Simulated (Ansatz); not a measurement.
A plane-wave DFT run in Ansatz 0.2.0 (scalar-relativistic PAW potentials unless the input names others): input and command.

```yaml
crystal:
  lattice:
    - [4.9226455469, 0.0, 0.0]
    - [0.0, 4.9226455469, 0.0]
    - [0.0, 0.0, 4.5439805049]
  atoms:
    - { symbol: In, position: [0.0, 0.0, 0.0] }
    - { symbol: Sb, position: [0.5, 0.0, 0.5] }
    - { symbol: Sb, position: [0.0, 0.5, 0.5] }
    - { symbol: Sb, position: [0.5, 0.5, 0.0] }
basis:
  ecutwfc: 420
kpoints:
  mp_grid: { grid: [10, 10, 10] }
hamiltonian:
  xc: pbe
  dispersion: d3bj
scf:
  max_iter: 80
output:
  forces: true
  eigenvalues: true
  stress: true
```

```bash
ansatz run input.yaml --threads 2 --pin off --max-ram 5120MiB --backend cpu --events-out ev --progress --plain --runs-dir out
```

Question: Will this input run?

Answer: The program refuses it, because of no occupation method (scf.occupations: {"method": "gaussian", "width": 0.15} → not typed). With the sound run's settings it is accepted.

Abridged log:
```
Error: YAML parse error: `scf.occupations.method` is required: fixed only where the cell keeps a band gap throughout the run, explicit beside scf.occupations.values (under evaluate: without them), else a smearing such as fermi_dirac (scf.occupations.width is optional; its entry in the input reference gives the default)
```